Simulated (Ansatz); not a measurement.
P₃N₅:
```cif
data_N10P6
_chemical_formula_sum 'P6 N10'
_space_group_name_H-M_alt 'P 1'
_space_group_IT_number 1
_cell_length_a 5.01256
_cell_length_b 5.01256
_cell_length_c 9.18285
_cell_angle_alpha 69.382
_cell_angle_beta 110.618
_cell_angle_gamma 108.423
loop_
_space_group_symop_operation_xyz
  'x, y, z'
loop_
_atom_site_label
_atom_site_type_symbol
_atom_site_fract_x
_atom_site_fract_y
_atom_site_fract_z
_atom_site_occupancy
P1 P 0.51742 0.51742 0.75000 1
P2 P 0.48258 0.48258 0.25000 1
P3 P 0.33805 0.07008 0.05512 1
P4 P 0.66195 0.92992 0.94488 1
P5 P 0.07008 0.33805 0.44488 1
P6 P 0.92992 0.66195 0.55512 1
N1 N 0.49987 0.78947 0.09990 1
N2 N 0.50013 0.21053 0.90010 1
N3 N 0.78947 0.49987 0.40010 1
N4 N 0.21053 0.50013 0.59990 1
N5 N 0.77025 0.50734 0.69136 1
N6 N 0.22975 0.49266 0.30864 1
N7 N 0.50734 0.77025 0.80864 1
N8 N 0.49266 0.22975 0.19136 1
N9 N 0.00000 0.00000 0.00000 1
N10 N 0.00000 0.00000 0.50000 1
```

Relaxed with r²SCAN. r²SCAN in the plane-wave PAW code Ansatz gives a gap of 4.15 eV.

Q: What gap does HSE06 give on the same cell (Ansatz, PAW)?

A: 5.06 eV, 0.91 eV more. The hybrid was solved on a coarser mesh and at special points; its gap is the smallest among all of these.

Cost on shared cores: the r²SCAN run (SCF on a 6×6×4 mesh, then bands and DOS) about 8 core-minutes (a rough figure), the HSE06 run (SCF on 4×4×2, then a few points) about 3 core-minutes (a rough figure); the tasks are unlike.

Space group C2/c. The first step of the workflow began from a Materials Project structure, measured or hypothetical; the Crystallography Open Database copy checked does not list it. Whether it is the stable phase at ambient conditions was not checked. The r²SCAN relaxation kept the symmetry of its start; its stability against distortions is not shown here.

Potentials: the later of the program's two PAW sets.
